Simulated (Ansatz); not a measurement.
Relaxed-ion elastic tensor of LaNiO₃ (cubic perovskite, Pm-3m) in GPa (Voigt order), plane-wave PAW PBEsol (Ansatz code); density 7.55 g/cm³, 10.81 Å³ per atom.

```csv
,1,2,3,4,5,6
1,380,122,122,0.0,0.0,0.0
2,122,380,122,0.0,0.0,0.0
3,122,122,380,0.0,0.0,0.0
4,0.0,0.0,0.0,93.3,0.0,0.0
5,0.0,0.0,0.0,0.0,93.3,0.0
6,0.0,0.0,0.0,0.0,0.0,93.3
```

**Question.** Is the crystal mechanically stable?

**Answer.** Yes: the smallest eigenvalue of C is 93.3 GPa.

**Question.** Work out the Voigt, Reuss and Hill averages.

**Answer.** K_V = 208, K_R = 208, K_H = 208; G_V = 108, G_R = 105, G_H = 106 GPa.

**Question.** Give Young's modulus, Poisson's ratio, Pugh's ratio and the universal anisotropy index.

**Answer.** E = 9KG/(3K + G) = 273 GPa; ν = 0.28; K/G = 1.96 (ductile by the Pugh limit of 1.75); A_U = 5G_V/G_R + K_V/K_R − 6 = 0.13.

**Question.** Estimate the sound speeds and the Debye temperature.

**Answer.** v_l = √((K + 4G/3)/ρ) = 6810 m/s, v_t = √(G/ρ) = 3750 m/s, mean 4180 m/s; Θ = (h/k)(3n/4πV)^(1/3) v_m = 563 K.

**Question.** Give the Zener ratio and Young's modulus along [100], [110] and [111].

**Answer.** A = 2C44/(C11 − C12) = 0.72; 1/E = S11 − 2(S11 − S12 − S44/2)Γ with Γ = 0, 1/4, 1/3 gives 321, 259, 244 GPa.

**Question.** Solve the Christoffel equation for the three sound speeds along [100], [110], [111].

**Answer.** Eigenvalues of C_ijkl n_j n_l equal ρv². In km/s, slowest first: [100] 3.52, 3.52, 7.10; [110] 3.52, 4.14, 6.76; [111] 3.94, 3.94, 6.64.

The first step of the workflow began from a Materials Project structure, measured or hypothetical; the Crystallography Open Database copy checked does not list it. COD files the formula under space group No. 167. Its standing as an ambient phase is unchecked. Symmetry was held in the PBEsol relaxation; whether a distortion lowers the energy is not shown. The workflow began spin-polarised and lost its moments. No Hubbard U is applied. The compound may be a true metal, but semilocal functionals without U, or a wrong spin order, can also close a gap. As this level gives no gap, shear constants depend on the k-mesh and smearing (Fermi–Dirac, 0.1 eV here). Scalar-relativistic: spin–orbit coupling is off unless named, which matters more the heavier the elements.

Potentials: the later of the program's two PAW sets.
